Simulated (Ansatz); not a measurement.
A distorted cell of ZrB2 (AlB2 type, space group P6/mmm):

```
ZrB2
1.0
    3.25718     0.00000     0.00000
   -1.62859     2.82080     0.00000
    0.00000     0.00000     3.63707
Zr B
1 2
Cartesian
  0.00000   0.00000   0.00000
  0.00000   1.88053   1.81854
  1.62859   0.94027   1.81854
```

Level of theory: PBE (plane waves to 420 eV, PAW, scalar-relativistic; Ansatz, an electronic-structure program). k mesh 17×17×13 (Γ-centred), Fermi-Dirac smearing 0.05 eV. E stands for the smeared free energy. Compression counts positive. ZrB2 is run without spin polarisation. ZrB2 was relaxed with its symmetry unable to fall.

Task: What is the stress tensor (GPa)?

Result: 
```
  -16.9      0.0      0.0
    0.0    -16.9      0.0
    0.0      0.0    -15.2
```
The pressure, a third of the trace, is -16.3 GPa.

Task: It is the relaxed cell scaled evenly to V/V₀ = 1.083, atoms relaxed where free. What is its energy relative to the relaxed cell?

Result: 47 meV/atom.

(Under strain, the slope of the energy per volume gives the stress and its curvature an elastic modulus.)
